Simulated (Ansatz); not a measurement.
## LiZn: pressure against volume

LiZn, Fd-3m, a = 6.095 Å. The structure is a COD entry; whether it is the stable form wasn't checked. Ansatz: r2SCAN, PAW, 500 eV, Γ-centred 12×12×12 mesh on 4 atoms, Gaussian smearing 0.10 eV; no spin polarisation. Symmetry fixes shape and atoms, so the cell is only scaled; pressure is positive in compression.

```tsv
V (Å³/atom)	P (GPa)
12.453	?
12.878	5.44
13.302	3.32
13.727	1.52
14.151	-0.01
14.576	-1.31
15.000	-2.42
15.566	-3.64
```

Question: Take V0 = 14.151 Å³/atom, count pressures from its P0 = -0.01 GPa, fit the third-order Birch–Murnaghan form to the other rows, and predict the missing pressure.

Answer: With the Eulerian strain f = ½[(V0/V)^(2/3) − 1] and y = (P − P0)/[3f(1 + 2f)^(5/2)], the form is the line y = B0 + 1.5 B0 (B0′ − 4) f. Rows (f, y): 0.03243, 47.9; 0.02105, 47.6; 0.01024, 47.3; -0.00977, 46.6; -0.01905, 46.5; -0.03078, 46.1. Means f = 0.0006867, y = 47.000; Σ(Δf)² = 0.003003, ΣΔfΔy = 0.08602; the slope is their ratio. y = 46.98 + 28.65 f GPa, so B0 = 47.0 GPa and B0′ = 4 + 2 × (28.65)/(3 × 46.98) = 4.41. At V = 12.453, f = 0.04448, y = 48.25 and P = 7.96 GPa. The run gave 7.94 GPa, so the fit is 0.02 GPa too high, a small miss on the scale of the series.